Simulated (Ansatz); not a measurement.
Values for one crystal, relaxed and computed with the program Ansatz at the PBEsol level (PAW); other levels are named.

* **Volume per atom**: 15.90 Å³
* **Band gap**: 0.96 eV (direct)
* **Pressure derivative B′**: 4.6
* **Valence-band maximum**: at Γ
* **Hill bulk and shear moduli**: 136 and 89.7 GPa
* **Poisson's ratio**: 0.23
* **Formation energy from the elements (no fitted shifts)**: 0.78 eV/atom

Pick the material that matches.
A) ZnSnN2, R-3m (Zn on 3a, Sn on 3b, N on 6c)
B) GaN, wurtzite
C) SiC, zinc blende
D) SnC, wurtzite

D, SnC, wurtzite

Space group P6_3mc (wurtzite). The start of the workflow was typed in or built on a structure type; neither database checked (COD, Materials Project) lists it. Whether it is the stable phase at ambient conditions was not checked. Symmetry was held in the PBEsol relaxation; its stability against distortions is not shown here. Its formation energy is positive at this level, so the cell may be metastable or incomplete. The references are the lowest solids computed at this level, not always the standard phases. Spin–orbit coupling is left out wherever it is not named.

Potentials: the earlier of the program's two PAW sets. The files were generated under PBE; for other functionals the program regenerates the frozen cores, and for LDA and PBEsol the local potential too.
